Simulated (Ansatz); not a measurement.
# Ca2AsI: a film clamped to a substrate

Computed with DFT r2SCAN, scalar-relativistic, plane waves, PAW (Ansatz 0.2.0). Cutoff 500 eV, Γ-centred 6×6×6 k-points, Gaussian smearing of 0.05 eV. No spin polarisation. Energies are free energies at this smearing, counted from the undisturbed cell; pressure is positive in compression.

The starting cell (as given, not relaxed at this level; it stands at -0.2 GPa, and it needn't be the usual structure):

```
CELL_PARAMETERS angstrom
2.19850 1.26930 7.43000
-2.19850 1.26930 7.43000
0.00000 -2.53861 7.43000
ATOMIC_POSITIONS crystal
Ca 0.23130 0.23130 0.23130
Ca 0.76870 0.76870 0.76870
As 0.50000 0.50000 0.50000
I 0.00000 0.00000 0.00000
```

The cell (4 atoms, V0 = 124.40 Å³) is strained by p along both x and y and by q along z, fractional coordinates fixed. τp = (1/V0) ∂E/∂p = (σxx + σyy)(1 + p)(1 + q) and τq = (1/V0) ∂E/∂q = σzz(1 + p)², with tension positive.

```
     p q  ΔE (meV/atom)  τp (GPa)  τq (GPa)
 0.000   0.000           0.00      0.50     -0.03
-0.025   0.000           9.96     -4.75     -1.26
 0.025   0.000          13.44      4.92      1.00
 0.000  -0.025           3.92     -0.71     -1.60
 0.000   0.025           3.50      1.54      1.45
```

**Question.** Get the second derivatives of the energy density.

**Answer.** Central differences give A = ∂τp/∂p = 193 GPa (C11 + C22 + 2 C12), C = ∂τq/∂q = 61 GPa (C33) and the cross term B = ∂τq/∂p = 45 GPa (C13 + C23); ∂τp/∂q = 45 GPa must equal B, and any difference shows higher-order terms. The ions are clamped.

**Question.** A film of this crystal grows with z along the normal on a substrate that imposes p. How does its thickness respond, and what does the misfit cost?

**Answer.** Count p and q from the stress-free cell. A free surface needs τq = 0, so q = −(B/C) p = -0.74 p. The energy density left is (A − B²/C) p²/2 = M p², with the biaxial modulus M = 80 GPa; a misfit of 1 % costs 1.55 meV/atom, against 1.88 meV/atom if the thickness were held.

At p = 0.050 the energies along q are 41.1 (q = -0.050), 40.7 (q = -0.025), 46.6 (q = 0.000), 58.5 (q = 0.025), 76.0 (q = 0.050) meV/atom.

**Question.** Does the linear rule hold at this misfit?

**Answer.** A parabola through the lowest point and its neighbours has its minimum at q = -0.036, 40.1 meV/atom. With the stress left in the starting cell, τp0 and τq0, linear elasticity gives q = −(τq0 + Bp)/C = -0.037 and E = V0(τp0 p + τq0 q + Ap²/2 + Bpq + Cq²/2)/N = 43.8 meV/atom. The two agree within a tenth in energy.

Forces appear on the atoms along this scan, and letting them relax would lower the energy and soften the response.